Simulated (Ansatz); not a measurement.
**Stress against strain in TiHg**

```yaml
crystal:
  lattice:
    - [3.00900, 0.00000, 0.00000]
    - [0.00000, 3.00900, 0.00000]
    - [0.00000, 0.00000, 4.04100]
  atoms:
    - { symbol: Ti, position: [0.50000, 0.50000, 0.50000] }
    - { symbol: Hg, position: [0.00000, 0.00000, 0.00000] }
```

Atom numbers follow the list: Ti1, Hg2.

The geometry is COD entry 1522697, unchecked; take it as a test cell.

Spin–orbit coupling is left out, though it moves levels of the heavy atoms by tenths of an eV or more.

These are results of DFT, LDA, all-electron LAPW, scalar-relativistic (Ansatz 0.2.0), not measurements.

Sampling and basis: a Γ-centred 14×14×10 k mesh, Fermi–Dirac smearing of 0.08 eV, basis error target 1 meV/atom, no spin polarisation.

The strain is applied along the Cartesian axes of the cell as listed (the other components stay zero). Fractional coordinates are held (clamped ions).

σ is the change of stress from the unstrained cell, which is at -6.65 GPa; tension is positive, so slopes are stress–strain coefficients at that pressure. In a metal the k mesh adds noise.

Only quantities that a quadratic follows smoothly over the whole series are listed; rougher ones are left out.

| εzz | σzz (GPa) | σxx (GPa) |
| --- | --- | --- |
| -0.0200 | -3.02 | -1.95 |
| 0.0000 | 0.00 | 0.00 |
| 0.0100 | 1.41 | 0.85 |
| 0.0200 | 2.75 | 1.63 |

Task: Fit the series and read off the stiffness at zero strain.

Result: Least-squares fits y = p0 + p1 x + p2 x² to the rows give σzz (GPa): p1 = 144, p2 = -340; σxx (GPa): p1 = 89.5, p2 = -400. So C33 = 144 GPa and C13 = 89 GPa, for these axes.

Task: One run, at εzz = -0.0100, is withheld. Predict its row.

Result: The fits give -1.48, -0.94; the run gave -1.48, -0.93.
